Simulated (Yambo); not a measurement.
Sr₂MgWO₆ (space group Fm-3m, No. 225); a = b = c = 5.6776 Å, α = β = γ = 60.00°. With the G0W0 scissor the direct gap on the mesh is 4.65 eV.

Q: Does this run resolve the lowest exciton, and if so, what are its energy and binding? (Yambo, PBEsol bands; 4×4×4 mesh, 17 valence and 6 conduction bands, static screening with 87 bands and a 3 Ry block, scissor 1.87 eV, Tamm-Dancoff.)

A: The mesh holds a bound state, but the numbers are provisional. These are vertical excitations (zero momentum). The lowest state lies at 3.64 eV (dark for light along x), the direct quasiparticle gap on this mesh at 4.65 eV. Its binding energy, counted from that gap, is 1.02 eV; it spreads over about 40 k points of the mesh. Convergence with the mesh was not shown. The first optically allowed state is at 4.15 eV. The scissor comes from a G0W0 run whose convergence isn't established. Without spin-orbit coupling, band edges of such heavy elements can be off by tenths of an eV.

Geometry of the Materials Project entry, not relaxed at this level.

The structure is a Materials Project entry; no match was found in the copy of COD used, and its stability was not checked.
